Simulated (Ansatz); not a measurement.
A geometry of As away from equilibrium: the start of the relaxation of a relaxed As cell, doubled along one cell vector, shaken by Gaussian noise of σ = 0.08 Å a coordinate. The numbers are results of r2SCAN (plane waves to 500 eV, PAW, scalar-relativistic; Ansatz, an electronic-structure program), not measurements. Γ-centred k-mesh 6×6×4 on the run's cell (coarser than for final values), Fermi–Dirac smearing 0.05 eV.

```xyz
6
Lattice="4.8554 0.0000 0.0000 -2.4277 4.2049 0.0000 0.0000 0.0000 5.5942" Properties=species:S:1:pos:R:3 pbc="T T T"
As     0.0569    -0.0450     0.0797
As     0.0628     0.1248     2.8637
As     0.0584     2.9162     1.4229
As     0.1199     2.7397     4.0481
As     2.3950     1.3133     1.2153
As     2.3760     1.4565     4.1075
```

### Question
What forces act on the atoms (eV/Å)?

### Answer
```csv
atom,Fx,Fy,Fz
As1,0.01,0.03,0.31
As2,0.06,0.01,0.34
As3,-0.15,-0.02,-0.01
As4,-0.12,-0.11,-0.36
As5,0.09,0.04,-0.30
As6,0.11,0.06,0.01
```

### Question
What is the pressure?

### Answer
+1.1 GPa, compression positive.

### Question
How much energy per atom can still be gained by relaxing?

### Answer
0.49 eV/atom; the path ends in P1 (No. 1).

No spin polarisation in the result. Without a van der Waals term the distances between weakly bound units are poorly fixed.

The end of the path is a generated cell of As: the first start was made by placing the elements on the sites of a structure type, and the end was not matched to a known phase here, so it may be hypothetical. Known forms of As include space group No. 166.
